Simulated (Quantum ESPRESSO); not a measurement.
Al₃ZnN₃O (made-up cell), AlZn₂O₃F (made-up cell, one site empty) (calculated)

All values are calculated (Quantum ESPRESSO 7.5). Calculation on a made-up crystal cell, not a measurement: periodic Kohn-Sham density functional theory in plane waves with PseudoDojo standard norm-conserving scalar-relativistic pseudopotentials, each functional with its own files (v0.5 for PBE, v0.4.1 for LDA and PBEsol), no spin polarisation, no spin-orbit coupling, atoms not relaxed, stress positive in tension, energies less a fixed whole-eV offset for each atom's element; levels are Kohn-Sham levels at fractions of this cell's reciprocal vectors, counted from the reference band (half the neutral cell's valence electrons, rounded up) at Gamma; error bars cover cutoff and k-mesh only, not smearing or the files; each bar is the largest change over components, and at least 0.002 eV, 0.002 eV per angstrom or 0.02 GPa; added strain carries the atoms with the cell, and shear is the tensor component; energies are for the whole cell, and the offsets were chosen from early runs and are not element reference energies.

Settings shared by all entries: functional pbe; cutoff 1143 eV; fermi dirac smearing 0.025 eV; scf tolerance 1e-07 eV; electrons removed 0.

(1) 
```cif
# cell vector a (Å): 3.0353 0.0000 0.0000
# cell vector b (Å): 0.0000 5.2573 0.0000
# cell vector c (Å): 0.0000 0.0000 4.9566
data_Al3ZnN3O
_symmetry_space_group_name_H-M 'P 1'
_symmetry_Int_Tables_number 1
_cell_length_a 3.0353
_cell_length_b 5.2573
_cell_length_c 4.9566
_cell_angle_alpha 90.000
_cell_angle_beta 90.000
_cell_angle_gamma 90.000
_cell_volume 79.09
loop_
_atom_site_label
_atom_site_type_symbol
_atom_site_fract_x
_atom_site_fract_y
_atom_site_fract_z
_atom_site_occupancy
Al1 Al 0.98231 0.01758 0.00117 1
Zn1 Zn 0.49353 0.49832 0.00042 1
Al2 Al 0.47145 0.17138 0.51866 1
Al3 Al 0.96943 0.66272 0.50704 1
N1 N 0.01977 0.99644 0.38361 1
O1 O 0.50008 0.51646 0.38288 1
N2 N 0.48440 0.16902 0.86491 1
N3 N 0.97256 0.64579 0.86414 1
_calc_lattice_type 'wurtzite'
_calc_added_strain_kind 'biaxial xx and yy'
_calc_added_strain 0.0146
_calc_k_mesh '6 x 4 x 4, shifted by half a step'
_calc_structure_shown 'before the added strain of 0.0146'
_calc_free_energy_less_offsets -1.293  # eV
_calc_scf_iterations 12
_calc_smearing_term_minus_ts 0  # eV
_calc_pressure 19.84  # GPa
_calc_stress_xx -21.71  # GPa
_calc_stress_yy -10.22  # GPa
_calc_stress_zz -27.58  # GPa
_calc_stress_yz 0.27  # GPa
_calc_stress_xz -1.598  # GPa
_calc_stress_xy -6.159  # GPa
_calc_reference_band 25
_calc_error_bar_energy 0.002  # eV
_calc_error_bar_stress 0.02421  # GPa
_calc_error_bar_force 0.002  # eV/angstrom
_calc_error_bar_next_band_up 0.002  # eV
_calc_error_bars_from 'tighter rerun of a related cell'
```

Atoms:
| atoms element | atom site | atom energy offset (eV) |
| --- | --- | --- |
| Al | 1 | -64 |
| Zn | 2 | -5687 |
| Al | 3 | -64 |
| Al | 4 | -64 |
| N | 5 | -283 |
| O | 6 | -452 |
| N | 7 | -283 |
| N | 8 | -283 |

Forces:
| site | x (eV/Å) | y (eV/Å) | z (eV/Å) |
| --- | --- | --- | --- |
| 1 | 0.2181 | -2.173 | -1.048 |
| 2 | -1.327 | 0.3397 | -0.8184 |
| 3 | 1.666 | -0.5794 | -2.203 |
| 4 | 1.411 | 1.761 | 0.3567 |
| 5 | -1.961 | 0.757 | -0.834 |
| 6 | -1.39 | -1.643 | 1.885 |
| 7 | -0.03776 | -2.062 | 2.459 |
| 8 | 1.42 | 3.598 | 0.2035 |

Levels:
| level k point | next band up (eV) |
| --- | --- |
| Gamma | 0.8924 |
| (1/2,1/2,1/2) | 2.474 |
| (0.15,0,0) | 1.707 |
| (0,0.15,0) | 1.284 |
| (0,0,0.15) | 1.269 |

(2) 
```cif
# cell vector a (Å): 3.0353 0.0000 0.0000
# cell vector b (Å): 0.0000 5.2573 0.0000
# cell vector c (Å): 0.0000 0.0000 4.9566
data_Al3ZnN3O
_symmetry_space_group_name_H-M 'P 1'
_symmetry_Int_Tables_number 1
_cell_length_a 3.0353
_cell_length_b 5.2573
_cell_length_c 4.9566
_cell_angle_alpha 90.000
_cell_angle_beta 90.000
_cell_angle_gamma 90.000
_cell_volume 79.09
loop_
_atom_site_label
_atom_site_type_symbol
_atom_site_fract_x
_atom_site_fract_y
_atom_site_fract_z
_atom_site_occupancy
Al1 Al 0.98231 0.01758 0.00117 1
Zn1 Zn 0.49353 0.49832 0.00042 1
Al2 Al 0.47145 0.17138 0.51866 1
Al3 Al 0.96943 0.66272 0.50704 1
N1 N 0.01977 0.99644 0.38361 1
O1 O 0.50008 0.51646 0.38288 1
N2 N 0.48440 0.16902 0.86491 1
N3 N 0.97256 0.64579 0.86414 1
_calc_lattice_type 'wurtzite'
_calc_added_strain_kind 'biaxial xx and yy'
_calc_added_strain 0.0218
_calc_k_mesh '6 x 4 x 4, shifted by half a step'
_calc_structure_shown 'before the added strain of 0.0218'
_calc_free_energy_less_offsets -1.394  # eV
_calc_scf_iterations 12
_calc_smearing_term_minus_ts 0  # eV
_calc_pressure 16.64  # GPa
_calc_stress_xx -17.18  # GPa
_calc_stress_yy -6.613  # GPa
_calc_stress_zz -26.12  # GPa
_calc_stress_yz 0.2117  # GPa
_calc_stress_xz -1.422  # GPa
_calc_stress_xy -5.634  # GPa
_calc_reference_band 25
_calc_error_bar_energy 0.002  # eV
_calc_error_bar_stress 0.02421  # GPa
_calc_error_bar_force 0.002  # eV/angstrom
_calc_error_bar_next_band_up 0.002  # eV
_calc_error_bars_from 'tighter rerun of this cell'
```

Atoms:
| atoms element | atom site | atom energy offset (eV) |
| --- | --- | --- |
| Al | 1 | -64 |
| Zn | 2 | -5687 |
| Al | 3 | -64 |
| Al | 4 | -64 |
| N | 5 | -283 |
| O | 6 | -452 |
| N | 7 | -283 |
| N | 8 | -283 |

Forces:
| site | x (eV/Å) | y (eV/Å) | z (eV/Å) |
| --- | --- | --- | --- |
| 1 | 0.2124 | -2.075 | -1.097 |
| 2 | -1.26 | 0.3402 | -0.9887 |
| 3 | 1.564 | -0.6157 | -2.302 |
| 4 | 1.327 | 1.728 | 0.2283 |
| 5 | -1.867 | 0.7473 | -0.7342 |
| 6 | -1.301 | -1.568 | 1.946 |
| 7 | -0.0266 | -2.001 | 2.595 |
| 8 | 1.352 | 3.444 | 0.3529 |

Levels:
| level k point | next band up (eV) |
| --- | --- |
| Gamma | 0.8624 |
| (1/2,1/2,1/2) | 2.515 |
| (0.15,0,0) | 1.683 |
| (0,0.15,0) | 1.257 |
| (0,0,0.15) | 1.244 |

(3) 
```cif
# cell vector a (Å): 4.5259 0.0000 0.0000
# cell vector b (Å): 0.0000 4.5259 0.0000
# cell vector c (Å): 0.0000 0.0000 4.5259
data_AlZn2O3F
_symmetry_space_group_name_H-M 'P 1'
_symmetry_Int_Tables_number 1
_cell_length_a 4.5259
_cell_length_b 4.5259
_cell_length_c 4.5259
_cell_angle_alpha 90.000
_cell_angle_beta 90.000
_cell_angle_gamma 90.000
_cell_volume 92.71
loop_
_atom_site_label
_atom_site_type_symbol
_atom_site_fract_x
_atom_site_fract_y
_atom_site_fract_z
_atom_site_occupancy
Al1 Al 0.97011 0.99308 0.96613 1
Zn1 Zn 0.50545 0.01544 0.51157 1
Zn2 Zn 0.52215 0.50235 0.97802 1
O1 O 0.27762 0.24722 0.27347 1
F1 F 0.25003 0.73420 0.77379 1
O2 O 0.74410 0.26196 0.77593 1
O3 O 0.77613 0.73482 0.23248 1
_calc_lattice_type 'zincblende/diamond'
_calc_empty_site 2
_calc_added_strain_kind 'zz'
_calc_added_strain -0.021
_calc_k_mesh '4 x 4 x 4, shifted by half a step'
_calc_structure_shown 'before the added strain of -0.021'
_calc_free_energy_less_offsets 7.843  # eV
_calc_scf_iterations 12
_calc_smearing_term_minus_ts 0  # eV
_calc_pressure 1.445  # GPa
_calc_stress_xx -4.366  # GPa
_calc_stress_yy -1.187  # GPa
_calc_stress_zz 1.218  # GPa
_calc_stress_yz -0.1512  # GPa
_calc_stress_xz 0.2299  # GPa
_calc_stress_xy 8.35  # GPa
_calc_reference_band 34
_calc_error_bar_energy 0.002  # eV
_calc_error_bar_stress 0.02065  # GPa
_calc_error_bar_force 0.002366  # eV/angstrom
_calc_error_bar_next_band_up 0.002  # eV
_calc_error_bars_from 'tighter rerun of a related cell'
```

Atoms:
| atoms element | atom site | atom energy offset (eV) |
| --- | --- | --- |
| Al | 1 | -64 |
| Zn | 3 | -5687 |
| Zn | 4 | -5687 |
| O | 5 | -452 |
| F | 6 | -677 |
| O | 7 | -452 |
| O | 8 | -452 |

Forces:
| site | x (eV/Å) | y (eV/Å) | z (eV/Å) |
| --- | --- | --- | --- |
| 1 | 0.5381 | 0.5377 | 3.143 |
| 3 | 1.428 | -0.3733 | -1.302 |
| 4 | -0.9621 | 0.1544 | 3.849 |
| 5 | -2.178 | -0.7039 | -2.894 |
| 6 | -2.361 | 1.962 | -0.4194 |
| 7 | 3.025 | -4.029 | -1.455 |
| 8 | 0.5104 | 2.452 | -0.9226 |

Levels:
| level k point | next band up (eV) |
| --- | --- |
| Gamma | 0.9442 |
| (1/2,1/2,1/2) | 4.2 |
| (0.15,0,0) | 1.376 |
| (0,0.15,0) | 1.397 |
| (0,0,0.15) | 1.444 |

(4) 
```cif
# cell vector a (Å): 4.5259 0.0000 0.0000
# cell vector b (Å): 0.0000 4.5259 0.0000
# cell vector c (Å): 0.0000 0.0000 4.5259
data_AlZn2O3F
_symmetry_space_group_name_H-M 'P 1'
_symmetry_Int_Tables_number 1
_cell_length_a 4.5259
_cell_length_b 4.5259
_cell_length_c 4.5259
_cell_angle_alpha 90.000
_cell_angle_beta 90.000
_cell_angle_gamma 90.000
_cell_volume 92.71
loop_
_atom_site_label
_atom_site_type_symbol
_atom_site_fract_x
_atom_site_fract_y
_atom_site_fract_z
_atom_site_occupancy
Al1 Al 0.97011 0.99308 0.96613 1
Zn1 Zn 0.50545 0.01544 0.51157 1
Zn2 Zn 0.52215 0.50235 0.97802 1
O1 O 0.27762 0.24722 0.27347 1
F1 F 0.25003 0.73420 0.77379 1
O2 O 0.74410 0.26196 0.77593 1
O3 O 0.77613 0.73482 0.23248 1
_calc_lattice_type 'zincblende/diamond'
_calc_empty_site 2
_calc_added_strain_kind 'zz'
_calc_added_strain -0.0175
_calc_k_mesh '4 x 4 x 4, shifted by half a step'
_calc_structure_shown 'before the added strain of -0.0175'
_calc_free_energy_less_offsets 7.846  # eV
_calc_scf_iterations 12
_calc_smearing_term_minus_ts 0  # eV
_calc_pressure 1.05  # GPa
_calc_stress_xx -3.987  # GPa
_calc_stress_yy -0.8275  # GPa
_calc_stress_zz 1.664  # GPa
_calc_stress_yz -0.1788  # GPa
_calc_stress_xz 0.2698  # GPa
_calc_stress_xy 8.229  # GPa
_calc_reference_band 34
_calc_error_bar_energy 0.002  # eV
_calc_error_bar_stress 0.02065  # GPa
_calc_error_bar_force 0.002366  # eV/angstrom
_calc_error_bar_next_band_up 0.002  # eV
_calc_error_bars_from 'tighter rerun of a related cell'
```

Atoms:
| atoms element | atom site | atom energy offset (eV) |
| --- | --- | --- |
| Al | 1 | -64 |
| Zn | 3 | -5687 |
| Zn | 4 | -5687 |
| O | 5 | -452 |
| F | 6 | -677 |
| O | 7 | -452 |
| O | 8 | -452 |

Forces:
| site | x (eV/Å) | y (eV/Å) | z (eV/Å) |
| --- | --- | --- | --- |
| 1 | 0.5173 | 0.5275 | 3.157 |
| 3 | 1.413 | -0.3449 | -1.319 |
| 4 | -0.9419 | 0.1447 | 3.855 |
| 5 | -2.136 | -0.7124 | -2.886 |
| 6 | -2.343 | 1.959 | -0.4084 |
| 7 | 2.989 | -4.019 | -1.436 |
| 8 | 0.5008 | 2.445 | -0.9614 |

Levels:
| level k point | next band up (eV) |
| --- | --- |
| Gamma | 0.9295 |
| (1/2,1/2,1/2) | 4.181 |
| (0.15,0,0) | 1.362 |
| (0,0.15,0) | 1.382 |
| (0,0,0.15) | 1.426 |

(5) 
```cif
# cell vector a (Å): 4.5259 0.0000 0.0000
# cell vector b (Å): 0.0000 4.5259 0.0000
# cell vector c (Å): 0.0000 0.0000 4.5259
data_AlZn2O3F
_symmetry_space_group_name_H-M 'P 1'
_symmetry_Int_Tables_number 1
_cell_length_a 4.5259
_cell_length_b 4.5259
_cell_length_c 4.5259
_cell_angle_alpha 90.000
_cell_angle_beta 90.000
_cell_angle_gamma 90.000
_cell_volume 92.71
loop_
_atom_site_label
_atom_site_type_symbol
_atom_site_fract_x
_atom_site_fract_y
_atom_site_fract_z
_atom_site_occupancy
Al1 Al 0.97011 0.99308 0.96613 1
Zn1 Zn 0.50545 0.01544 0.51157 1
Zn2 Zn 0.52215 0.50235 0.97802 1
O1 O 0.27762 0.24722 0.27347 1
F1 F 0.25003 0.73420 0.77379 1
O2 O 0.74410 0.26196 0.77593 1
O3 O 0.77613 0.73482 0.23248 1
_calc_lattice_type 'zincblende/diamond'
_calc_empty_site 2
_calc_added_strain_kind 'zz'
_calc_added_strain -0.0155
_calc_k_mesh '4 x 4 x 4, shifted by half a step'
_calc_structure_shown 'before the added strain of -0.0155'
_calc_free_energy_less_offsets 7.848  # eV
_calc_scf_iterations 12
_calc_smearing_term_minus_ts 0  # eV
_calc_pressure 0.831  # GPa
_calc_stress_xx -3.778  # GPa
_calc_stress_yy -0.63  # GPa
_calc_stress_zz 1.915  # GPa
_calc_stress_yz -0.1934  # GPa
_calc_stress_xz 0.2925  # GPa
_calc_stress_xy 8.164  # GPa
_calc_reference_band 34
_calc_error_bar_energy 0.002  # eV
_calc_error_bar_stress 0.02065  # GPa
_calc_error_bar_force 0.002366  # eV/angstrom
_calc_error_bar_next_band_up 0.002  # eV
_calc_error_bars_from 'tighter rerun of a related cell'
```

Atoms:
| atoms element | atom site | atom energy offset (eV) |
| --- | --- | --- |
| Al | 1 | -64 |
| Zn | 3 | -5687 |
| Zn | 4 | -5687 |
| O | 5 | -452 |
| F | 6 | -677 |
| O | 7 | -452 |
| O | 8 | -452 |

Forces:
| site | x (eV/Å) | y (eV/Å) | z (eV/Å) |
| --- | --- | --- | --- |
| 1 | 0.5058 | 0.5212 | 3.166 |
| 3 | 1.406 | -0.329 | -1.328 |
| 4 | -0.9314 | 0.1402 | 3.858 |
| 5 | -2.113 | -0.7168 | -2.882 |
| 6 | -2.333 | 1.958 | -0.4023 |
| 7 | 2.97 | -4.014 | -1.428 |
| 8 | 0.4955 | 2.441 | -0.9829 |

Levels:
| level k point | next band up (eV) |
| --- | --- |
| Gamma | 0.9211 |
| (1/2,1/2,1/2) | 4.17 |
| (0.15,0,0) | 1.354 |
| (0,0.15,0) | 1.374 |
| (0,0,0.15) | 1.415 |

(6) 
```cif
# cell vector a (Å): 4.5259 0.0000 0.0000
# cell vector b (Å): 0.0000 4.5259 0.0000
# cell vector c (Å): 0.0000 0.0000 4.5259
data_AlZn2O3F
_symmetry_space_group_name_H-M 'P 1'
_symmetry_Int_Tables_number 1
_cell_length_a 4.5259
_cell_length_b 4.5259
_cell_length_c 4.5259
_cell_angle_alpha 90.000
_cell_angle_beta 90.000
_cell_angle_gamma 90.000
_cell_volume 92.71
loop_
_atom_site_label
_atom_site_type_symbol
_atom_site_fract_x
_atom_site_fract_y
_atom_site_fract_z
_atom_site_occupancy
Al1 Al 0.97011 0.99308 0.96613 1
Zn1 Zn 0.50545 0.01544 0.51157 1
Zn2 Zn 0.52215 0.50235 0.97802 1
O1 O 0.27762 0.24722 0.27347 1
F1 F 0.25003 0.73420 0.77379 1
O2 O 0.74410 0.26196 0.77593 1
O3 O 0.77613 0.73482 0.23248 1
_calc_lattice_type 'zincblende/diamond'
_calc_empty_site 2
_calc_added_strain_kind 'zz'
_calc_added_strain -0.0099
_calc_k_mesh '4 x 4 x 4, shifted by half a step'
_calc_structure_shown 'before the added strain of -0.0099'
_calc_free_energy_less_offsets 7.855  # eV
_calc_scf_iterations 12
_calc_smearing_term_minus_ts 0  # eV
_calc_pressure 0.2137  # GPa
_calc_stress_xx -3.191  # GPa
_calc_stress_yy -0.07229  # GPa
_calc_stress_zz 2.622  # GPa
_calc_stress_yz -0.2358  # GPa
_calc_stress_xz 0.3527  # GPa
_calc_stress_xy 7.968  # GPa
_calc_reference_band 34
_calc_error_bar_energy 0.002  # eV
_calc_error_bar_stress 0.02065  # GPa
_calc_error_bar_force 0.002366  # eV/angstrom
_calc_error_bar_next_band_up 0.002  # eV
_calc_error_bars_from 'tighter rerun of a related cell'
```

Atoms:
| atoms element | atom site | atom energy offset (eV) |
| --- | --- | --- |
| Al | 1 | -64 |
| Zn | 3 | -5687 |
| Zn | 4 | -5687 |
| O | 5 | -452 |
| F | 6 | -677 |
| O | 7 | -452 |
| O | 8 | -452 |

Forces:
| site | x (eV/Å) | y (eV/Å) | z (eV/Å) |
| --- | --- | --- | --- |
| 1 | 0.4732 | 0.5049 | 3.187 |
| 3 | 1.383 | -0.2844 | -1.355 |
| 4 | -0.8991 | 0.1238 | 3.864 |
| 5 | -2.047 | -0.73 | -2.87 |
| 6 | -2.303 | 1.952 | -0.3843 |
| 7 | 2.912 | -3.996 | -1.398 |
| 8 | 0.4811 | 2.429 | -1.044 |

Levels:
| level k point | next band up (eV) |
| --- | --- |
| Gamma | 0.8974 |
| (1/2,1/2,1/2) | 4.139 |
| (0.15,0,0) | 1.33 |
| (0,0.15,0) | 1.351 |
| (0,0,0.15) | 1.386 |
